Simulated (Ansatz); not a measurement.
The elements of this relaxed trial crystal are hidden behind letters.

```
lattice vectors (Å)
  -4.6045    4.6045    4.6045
   4.6045   -4.6045    4.6045
   4.6045    4.6045   -4.6045
fractional positions
X 0.0000 0.0000 0.5000
X 0.5000 0.0000 0.0000
X 0.0000 0.5000 0.0000
X 0.5000 0.5000 0.5000
Z 0.0000 0.0000 0.0000
```

Level of theory: Ansatz 0.2.0, DFT PBE, scalar-relativistic, plane waves, PAW. The final run on the 5-atom cell used 420 eV, a Γ-centred 6×6×6 mesh, 0.10 eV smearing and no spin polarisation.

- Space group: Im-3m (No. 229)
- Conventional cell: a = 9.209 Å
- Volume per atom: 78.10 Å³
- Density: 3.10 g/cm³
- Energy over the elements: −0.08 eV/atom
- Gap on the 6×6×6 mesh of the 5-atom cell: 0 eV (a metal)

Energies are uncorrected and count from the elements' standard states at the same level.

Question: X is an s-block element of period 6 and Z is a d-block element of period 6. Which elements are they?

Answer: X = Cs, Z = Au, so the formula is Cs4Au. Density times volume gives a mean mass of 3.10 × 78.10/1.6605 = 145.8 u per atom, and this set has 145.7 u. Cs is surrounded by 2 Au at 3.99 Å and 6 Cs at 4.60 Å; Au is surrounded by 8 Cs at 3.99 Å. Other sets within the hints have nearly the same mass, so mass alone doesn't settle it; this one was computed.

These runs have no spin–orbit coupling, which can matter for Au. A structure relaxed within its symmetry needn't be a true minimum.
